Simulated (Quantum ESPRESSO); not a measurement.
## MgGa3SeP3 (one run as intended and one with a planted mistake)

Computed values, not a measurement. The program is pw.x of Quantum ESPRESSO 7.5 (plane-wave density functional theory). The cell is made up: 8 atoms on a zincblende/diamond lattice, with randomly drawn elements, strain and displacements, not relaxed. PseudoDojo standard norm-conserving files (v0.5 for PBE, v0.4.1 for LDA and PBEsol) set the functional; there is no spin polarisation, spin-orbit coupling or dispersion term, and the masses in the input are unused placeholders.

Intended input:

```
&control calculation='scf', pseudo_dir='./dojo.nc.sr.pbe.v0_5.standard.upf', outdir='./o', disk_io='low', tprnfor=.true., tstress=.true. /
&system ibrav=0, nat=8, ntyp=4, nbnd=46, ecutwfc=85.99341389, nosym=.true., tot_charge=0,
 occupations='smearing', smearing='fd', degauss=0.0018374661
/
&electrons conv_thr=7.350e-09, electron_maxstep=60, /
ATOMIC_SPECIES
Ga 1.0 Ga.upf
Mg 1.0 Mg.upf
P 1.0 P.upf
Se 1.0 Se.upf
CELL_PARAMETERS angstrom
5.5809 0.0 0.0
0.0 5.5809 0.0
0.0 0.0 5.5809
ATOMIC_POSITIONS angstrom
Mg 0.006 0.0144 -0.0103
Ga -0.0343 2.8696 2.7278
Ga 2.7077 -0.0018 2.7486
Ga 2.8091 2.8427 -0.06
Se 1.4638 1.352 1.3178
P 1.3813 4.2004 4.1613
P 4.154 1.325 4.2329
P 4.2148 4.187 1.3202
K_POINTS automatic
4 4 4 1 1 1
```

The log is shortened where brackets say so; the opening notice, blank lines, dates and the lines on written files are dropped, and the path of the files is cut. It prints rydbergs, bohrs and kilobars, and counts compression as positive stress. Where no state is partly filled, the Fermi energy that it prints is only some level between the filled and the empty states on the mesh, and need not lie in the true gap.

Log of the intended run:

```
     Program PWSCF v.7.5
     Parallel version (MPI & OpenMP), running on       4 processor cores
     Number of MPI processes:                 4
     Threads/MPI process:                     1
     [start-up lines left out]
     bravais-lattice index     =            0
     lattice parameter (alat)  =      10.5464  a.u.
     unit-cell volume          =    1173.0306 (a.u.)^3
     number of atoms/cell      =            8
     number of atomic types    =            4
     number of electrons       =        80.00
     number of Kohn-Sham states=           46
     kinetic-energy cutoff     =      85.9934  Ry
     charge density cutoff     =     343.9737  Ry
     scf convergence threshold =      7.3E-09
     mixing beta               =       0.7000
     number of iterations used =            8  plain     mixing
     Exchange-correlation= PBE
                           (   1   4   3   4   0   0   0)
     [axes and pseudopotential details left out]
   Cartesian axes
     site n.     atom                  positions (alat units)
         1        Mg     tau(   1) = (   0.0010751   0.0025802  -0.0018456  )
         2        Ga     tau(   2) = (  -0.0061460   0.5141823   0.4887742  )
         3        Ga     tau(   3) = (   0.4851726  -0.0003225   0.4925012  )
         4        Ga     tau(   4) = (   0.5033418   0.5093623  -0.0107510  )
         5        Se     tau(   5) = (   0.2622874   0.2422548   0.2361268  )
         6        P      tau(   6) = (   0.2475049   0.7526385   0.7456324  )
         7        P      tau(   7) = (   0.7443244   0.2374169   0.7584619  )
         8        P      tau(   8) = (   0.7552187   0.7502374   0.2365568  )
     number of k points=    32  Fermi-Dirac smearing, width (Ry)=  0.0018
                       cart. coord. in units 2pi/alat
        k(    1) = (   0.1250000   0.1250000   0.1250000), wk =   0.0625000
        k(    2) = (   0.1250000   0.1250000   0.3750000), wk =   0.0625000
     [further k points left out]
     Dense  grid:   126419 G-vectors     FFT dimensions: (  64,  64,  64)
     Estimated max dynamical RAM per process >     265.01 MB
     Estimated total dynamical RAM >     967.44 MB
     Initial potential from superposition of free atoms
     starting charge      79.9907, renormalised to      80.0000
     Starting wfcs are   53 randomized atomic wfcs
     total cpu time spent up to now is        3.4 secs
     per-process dynamical memory:   184.9 Mb
     Self-consistent Calculation
     iteration #  1     ecut=    85.99 Ry     beta= 0.70
     Davidson diagonalization with overlap
     ethr =  1.00E-02,  avg # of iterations =  4.0
     Threshold (ethr) on eigenvalues was too large:
     Diagonalizing with lowered threshold
     Davidson diagonalization with overlap
     ethr =  4.88E-04,  avg # of iterations =  2.0
     total cpu time spent up to now is       13.9 secs
     total energy              =    -861.75637635 Ry
     estimated scf accuracy    <       0.38907062 Ry
     iteration #  2     ecut=    85.99 Ry     beta= 0.70
     Davidson diagonalization with overlap
     ethr =  4.86E-04,  avg # of iterations =  4.8
     total cpu time spent up to now is       19.4 secs
     total energy              =    -861.84094873 Ry
     estimated scf accuracy    <       0.19689046 Ry
     [iterations 3 to 8 left out]
     iteration #  9     ecut=    85.99 Ry     beta= 0.70
     Davidson diagonalization with overlap
     ethr =  2.95E-10,  avg # of iterations =  2.0
     total cpu time spent up to now is       53.7 secs
     total energy              =    -861.88783695 Ry
     estimated scf accuracy    <       0.00000002 Ry
     iteration # 10     ecut=    85.99 Ry     beta= 0.70
     Davidson diagonalization with overlap
     ethr =  2.28E-11,  avg # of iterations =  3.4
     total cpu time spent up to now is       59.0 secs
     End of self-consistent calculation
     [lines on levels left out]
     the Fermi energy is     7.5133 ev
!    total energy              =    -861.88783696 Ry
     estimated scf accuracy    <          1.9E-09 Ry
     smearing contrib. (-TS)   =      -0.00000000 Ry
     internal energy E=F+TS    =    -861.88783696 Ry
     The total energy is F=E-TS. E is the sum of the following terms:
     one-electron contribution =    -511.40970470 Ry
     hartree contribution      =     296.39728607 Ry
     xc contribution           =    -202.40177901 Ry
     ewald contribution        =    -444.47363931 Ry
     convergence has been achieved in  10 iterations
     Forces acting on atoms (cartesian axes, Ry/au):
     atom    1 type  2   force =    -0.01205747   -0.02302845   -0.02235259
     atom    2 type  1   force =    -0.02449451   -0.01023450    0.04715880
     atom    3 type  1   force =     0.07101439   -0.04235166    0.04946949
     atom    4 type  1   force =     0.03753600    0.01611076   -0.03484666
     atom    5 type  4   force =    -0.01390705    0.05170268    0.01829247
     atom    6 type  3   force =     0.00601487   -0.02440200   -0.02649314
     atom    7 type  3   force =    -0.02199139    0.04276050   -0.05928616
     atom    8 type  3   force =    -0.04211484   -0.01055733    0.02805779
     Total force =     0.171186     Total SCF correction =     0.000246
     Computing stress (Cartesian axis) and pressure
          total   stress  (Ry/bohr**3)                   (kbar)     P=       32.89
   0.00024214  -0.00003718   0.00006580           35.62       -5.47        9.68
  -0.00003718   0.00022629  -0.00011382           -5.47       33.29      -16.74
   0.00006580  -0.00011382   0.00020224            9.68      -16.74       29.75
     init_run     :      3.26s CPU      3.37s WALL (       1 calls)
     electrons    :     55.35s CPU     55.61s WALL (       1 calls)
     forces       :      0.73s CPU      0.74s WALL (       1 calls)
     stress       :      2.44s CPU      2.49s WALL (       1 calls)
     [timing details left out]
     PWSCF        :   1m 1.87s CPU   1m 2.33s WALL
     JOB DONE.
```

A second run has one planted mistake: two atoms have their elements exchanged. The input lines that differ, file-writing options aside:

```
- Mg 0.006 0.0144 -0.0103
+ Se 0.006 0.0144 -0.0103
- Se 1.4638 1.352 1.3178
+ Mg 1.4638 1.352 1.3178
```

Its log:

```
     Program PWSCF v.7.5
     Parallel version (MPI & OpenMP), running on       4 processor cores
     Number of MPI processes:                 4
     Threads/MPI process:                     1
     [start-up lines left out]
     bravais-lattice index     =            0
     lattice parameter (alat)  =      10.5464  a.u.
     unit-cell volume          =    1173.0306 (a.u.)^3
     number of atoms/cell      =            8
     number of atomic types    =            4
     number of electrons       =        80.00
     number of Kohn-Sham states=           46
     kinetic-energy cutoff     =      85.9934  Ry
     charge density cutoff     =     343.9737  Ry
     scf convergence threshold =      7.3E-09
     mixing beta               =       0.7000
     number of iterations used =            8  plain     mixing
     Exchange-correlation= PBE
                           (   1   4   3   4   0   0   0)
     [axes and pseudopotential details left out]
   Cartesian axes
     site n.     atom                  positions (alat units)
         1        Se     tau(   1) = (   0.0010751   0.0025802  -0.0018456  )
         2        Ga     tau(   2) = (  -0.0061460   0.5141823   0.4887742  )
         3        Ga     tau(   3) = (   0.4851726  -0.0003225   0.4925012  )
         4        Ga     tau(   4) = (   0.5033418   0.5093623  -0.0107510  )
         5        Mg     tau(   5) = (   0.2622874   0.2422548   0.2361268  )
         6        P      tau(   6) = (   0.2475049   0.7526385   0.7456324  )
         7        P      tau(   7) = (   0.7443244   0.2374169   0.7584619  )
         8        P      tau(   8) = (   0.7552187   0.7502374   0.2365568  )
     number of k points=    32  Fermi-Dirac smearing, width (Ry)=  0.0018
                       cart. coord. in units 2pi/alat
        k(    1) = (   0.1250000   0.1250000   0.1250000), wk =   0.0625000
        k(    2) = (   0.1250000   0.1250000   0.3750000), wk =   0.0625000
     [further k points left out]
     Dense  grid:   126419 G-vectors     FFT dimensions: (  64,  64,  64)
     Estimated max dynamical RAM per process >     265.01 MB
     Estimated total dynamical RAM >     967.44 MB
     Initial potential from superposition of free atoms
     starting charge      79.9907, renormalised to      80.0000
     Starting wfcs are   53 randomized atomic wfcs
     total cpu time spent up to now is        3.1 secs
     per-process dynamical memory:   184.9 Mb
     Self-consistent Calculation
     iteration #  1     ecut=    85.99 Ry     beta= 0.70
     Davidson diagonalization with overlap
     ethr =  1.00E-02,  avg # of iterations =  4.0
     Threshold (ethr) on eigenvalues was too large:
     Diagonalizing with lowered threshold
     Davidson diagonalization with overlap
     ethr =  2.59E-04,  avg # of iterations =  4.1
     total cpu time spent up to now is       13.6 secs
     total energy              =    -861.46711904 Ry
     estimated scf accuracy    <       0.21786533 Ry
     iteration #  2     ecut=    85.99 Ry     beta= 0.70
     Davidson diagonalization with overlap
     ethr =  2.72E-04,  avg # of iterations =  5.0
     total cpu time spent up to now is       18.9 secs
     total energy              =    -861.47959726 Ry
     estimated scf accuracy    <       0.20848166 Ry
     [iterations 3 to 9 left out]
     iteration # 10     ecut=    85.99 Ry     beta= 0.70
     Davidson diagonalization with overlap
     ethr =  1.98E-10,  avg # of iterations =  2.4
     total cpu time spent up to now is       60.1 secs
     total energy              =    -861.53509369 Ry
     estimated scf accuracy    <       0.00000004 Ry
     iteration # 11     ecut=    85.99 Ry     beta= 0.70
     Davidson diagonalization with overlap
     ethr =  5.25E-11,  avg # of iterations =  2.1
     total cpu time spent up to now is       64.7 secs
     End of self-consistent calculation
     [lines on levels left out]
     the Fermi energy is     7.6921 ev
!    total energy              =    -861.53509369 Ry
     estimated scf accuracy    <          5.9E-09 Ry
     smearing contrib. (-TS)   =      -0.00036464 Ry
     internal energy E=F+TS    =    -861.53472905 Ry
     The total energy is F=E-TS. E is the sum of the following terms:
     one-electron contribution =    -492.55877770 Ry
     hartree contribution      =     287.10328679 Ry
     xc contribution           =    -202.21845609 Ry
     ewald contribution        =    -453.86078204 Ry
     convergence has been achieved in  11 iterations
     Forces acting on atoms (cartesian axes, Ry/au):
     atom    1 type  4   force =    -0.01946498   -0.01240536   -0.01869240
     atom    2 type  1   force =    -0.00039857   -0.01231995    0.02916532
     atom    3 type  1   force =     0.05222764   -0.02997606    0.04100561
     atom    4 type  1   force =     0.01899776    0.02244358   -0.01331588
     atom    5 type  2   force =    -0.01568882    0.04059197    0.00459781
     atom    6 type  3   force =     0.01692633   -0.03057207   -0.02443151
     atom    7 type  3   force =    -0.01390980    0.03114066   -0.04450264
     atom    8 type  3   force =    -0.03868957   -0.00890278    0.02617370
     Total force =     0.131804     Total SCF correction =     0.000444
     Computing stress (Cartesian axis) and pressure
          total   stress  (Ry/bohr**3)                   (kbar)     P=       66.84
   0.00043405  -0.00007790   0.00003033           63.85      -11.46        4.46
  -0.00007790   0.00049084  -0.00014729          -11.46       72.20      -21.67
   0.00003033  -0.00014729   0.00043821            4.46      -21.67       64.46
     init_run     :      2.93s CPU      3.03s WALL (       1 calls)
     electrons    :     61.32s CPU     61.60s WALL (       1 calls)
     forces       :      0.78s CPU      0.78s WALL (       1 calls)
     stress       :      2.50s CPU      2.50s WALL (       1 calls)
     [timing details left out]
     PWSCF        :   1m 7.59s CPU   1m 8.01s WALL
     JOB DONE.
```

|  | intended run | run with the mistake |
| --- | --- | --- |
| free energy (eV) | -11726.581 | -11721.782 |
| smearing term -TS (eV) | 0.0000 | -0.0050 |
| pressure (GPa) | 3.29 | 6.68 |
| largest force component (eV/Å) | 1.826 | 1.343 |
| largest change of a force component (eV/Å) |  | 0.620 |
| iterations | 10 | 11 |

For scale, a rerun of the intended cell at 1467 eV and a 6 x 6 x 6 mesh moved values by no more than 0.008 eV in energy, 0.02 GPa in stress and 0.004 eV/Å in force.